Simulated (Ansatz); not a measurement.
**SnO (COD cell start) from one functional to the next**

The compound was started in one structure type and brought to zero pressure at each level (plane-wave PAW code Ansatz, Gaussian smearing of 0.05 eV, scalar-relativistic unless SOC, spin–orbit coupling, is named).

The start was a cell as deposited in COD.

The cell at PBE (neighbours within 15 % of each site's shortest distance, so a longer bond may be listed from one end only): The structure is tetragonal, space group P4/nmm (No. 129). Conventional cell: a = 3.868 Å, b = 3.868 Å, c = 5.068 Å, α = 90.00°, β = 90.00°, γ = 90.00°. Around Sn (site symmetry 4mm) lie 4 O at 2.25 Å. O (site symmetry -4m2) has 4 Sn at 2.25 Å as nearest neighbours.

| level | cutoff (eV) | k-mesh | final group | a (Å) | c (Å) | V (Å³/atom) | gap (eV) | B0 (GPa) | E_f (eV/atom) |
| --- | --- | --- | --- | --- | --- | --- | --- | --- | --- |
| PBE¶ | 420 | 10×10×8 | P4/nmm | 3.868 | 5.068 | 18.96 | 0.50 | – | -1.28 |
| r²SCAN¶ | 500 | 10×10×8 | P4/nmm | 3.807 | 4.936 | 17.89 | 0.36 | – | -1.42 |

Volumes against PBE: r²SCAN −5.6 %. The formation energy spans 0.14 eV/atom over the functionals (r²SCAN lowest, PBE highest); the spread holds the functional's effect on the elements as well as on the compound.

¶ A cell of separate layers, chains or molecules: without a dispersion correction their spacing is ill-determined, and with it the volume and the energy against dense forms. All functionals run on datasets generated with PBE. The gaps are differences of one-electron levels. Semilocal functionals put them too low, often by a third to a half, so a small gap or a slight overlap here can be a sizeable gap in the solid. E_f is the formation energy from the elements run alike, at 0 K, without zero-point energy or any correction for the binding of gas molecules; it is good to about 0.01 eV/atom as a calculation.

All runs used the PAW datasets of the set soft_2.
